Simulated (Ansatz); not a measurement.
Start of a relaxation of Ga3SbAs2:

```
Ga Sb As
1.0
    -1.98874    1.98874    8.43749
     1.98874   -1.98874    8.43749
     1.98874    1.98874   -8.43749
Ga Sb As
3 1 2
Direct
  0.83333 0.83333 0.00000
  0.50000 0.50000 0.00000
  0.16667 0.16667 0.00000
  0.75000 0.25000 0.50000
  0.41667 0.91667 0.50000
  0.08333 0.58333 0.50000
```

The calculation used Ansatz 0.2.0, DFT PBE, scalar-relativistic, plane waves, PAW. Cutoff 420 eV, Gaussian smearing, Γ-centred meshes. Cell and atoms relax first on a coarse mesh and then on a finer one. In between, the cell is made exact in the group found at 0.06 Å. In metals the finer mesh still leaves noise of several meV/atom or more. The steps can't lower the symmetry of their start. No spin polarisation.

A guess keeps its type if space group and coordination stay and the shape of the cell changes little (axis ratios within about 15 %, angles within 6°); the volume may change.

Problem. Will the relaxed cell still be of the starting type?

Solution. It keeps its type. The symmetry stays I-4m2 (No. 119). The volume per atom grows by 15.7 %, from 22.2 to 25.7 Å³. The shortest distance goes from 2.44 Å (Ga–As and Ga–Sb) to 2.52 Å (Ga–As). The ratio c/a of the conventional cell changes by a factor of 1.00. Counting neighbours within 15 % of an atom's shortest distance, the start has As 4, Ga 4, Sb 4 and the end As 4, Ga 4, Sb 4.

Energies over the elements count from the elements' standard structures at the same level, with no fitted energy shifts.

Problem. At what energy does it end?

Solution. −0.26 eV/atom. It lies below the elements, which doesn't yet make it stable against other compounds or structures.

The last run used a 12×12×12 mesh for its 6-atom cell and Gaussian smearing of 0.10 eV. Spin–orbit coupling, which can matter for Sb, is left out. The reference form of As is held partly by dispersion forces, which this level lacks. Symmetry constrained the relaxation, so the result can be a saddle point.
